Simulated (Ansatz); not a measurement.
AlNi (CsCl type)

```xyz
2
Lattice="2.8927 0.0000 0.0000 0.0000 2.8927 0.0000 0.0000 0.0000 2.8927" Properties=species:S:1:pos:R:3 pbc="T T T"
Al     0.0000     0.0000     0.0000
Ni     1.4463     1.4463     1.4463
```

In each cell atom 2 (Ni, nearest neighbour Al at 2.505 Å; its periodic images, 2.9 Å or more away, move with it) moves by s·(0.707, 0.707, 0.000) (along Cartesian [110]), the rest being held.

All values below come from PBE (plane waves to 420 eV, PAW, scalar-relativistic; Ansatz, a first-principles code). k mesh 13×13×13 (Γ-centred), Fermi-Dirac smearing 0.05 eV. Energies are smeared free energies. With partly filled bands, energies and forces of such displacements shift with the k mesh and the smearing. AlNi is run without spin polarisation. AlNi was relaxed with its symmetry unable to fall. The PAW data are Ansatz's earlier set. The zero of ΔE is the undisplaced structure.

```json
[
 {"s (Å)": "-0.750", "ΔE (meV/cell)": "2302"},
 {"s (Å)": "-0.600", "ΔE (meV/cell)": "1320"},
 {"s (Å)": "-0.450", "ΔE (meV/cell)": "670"},
 {"s (Å)": "-0.300", "ΔE (meV/cell)": "[?]"},
 {"s (Å)": "-0.150", "ΔE (meV/cell)": "[?]"},
 {"s (Å)": "0.000", "ΔE (meV/cell)": "0"},
 {"s (Å)": "0.150", "ΔE (meV/cell)": "[?]"},
 {"s (Å)": "0.300", "ΔE (meV/cell)": "[?]"},
 {"s (Å)": "0.450", "ΔE (meV/cell)": "670"},
 {"s (Å)": "0.600", "ΔE (meV/cell)": "1320"},
 {"s (Å)": "0.750", "ΔE (meV/cell)": "2302"}
]
```

Problem. What belongs in the gaps?

Solution. 
- -0.300, ΔE (meV/cell): 274
- -0.150, ΔE (meV/cell): 65
- 0.150, ΔE (meV/cell): 65
- 0.300, ΔE (meV/cell): 274

(A displaced cell: forces are minus the slopes of the energy, force constants its curvatures, and phonons follow from these.)
